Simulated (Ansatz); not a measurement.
Cu3Sb in space group Pmmn (No. 59; Cu on 2b, Cu on 4e, Sb on 2a), r²SCAN (plane waves, PAW; program Ansatz), all energies at zero smearing, with the estimated change up to a 700 eV cutoff added, with one set of potentials and settings (totals compare only within such a set). Cell of 8 atoms (6 Cu, 2 Sb): -52784.882 eV.

| element | reference phase | E (eV/atom) |
|---|---|---|
| Cu | Fm-3m, 1 atoms in the cell | -6631.2396 |
| Sb | R-3m, 2 atoms in the cell | -6499.1272 |

Formation energy per atom, worked out: (-52784.882 − 6×(-6631.2396) − 2×(-6499.1272))/8 = 0.101 eV/atom (10 kJ per mol of atoms), at 0 K, without zero-point energy or fitted corrections.

The first step of the workflow began from a Materials Project structure, measured or hypothetical; the Crystallography Open Database copy checked does not list it. Its standing as an ambient phase is unchecked. The cell was relaxed with r²SCAN under the symmetry of its start; its stability against distortions is not shown here. No spin polarisation was allowed. The references are the lowest solids computed at this level, not always the standard phases. Spin–orbit coupling is left out wherever it is not named.

Potentials: the later of the program's two PAW sets.
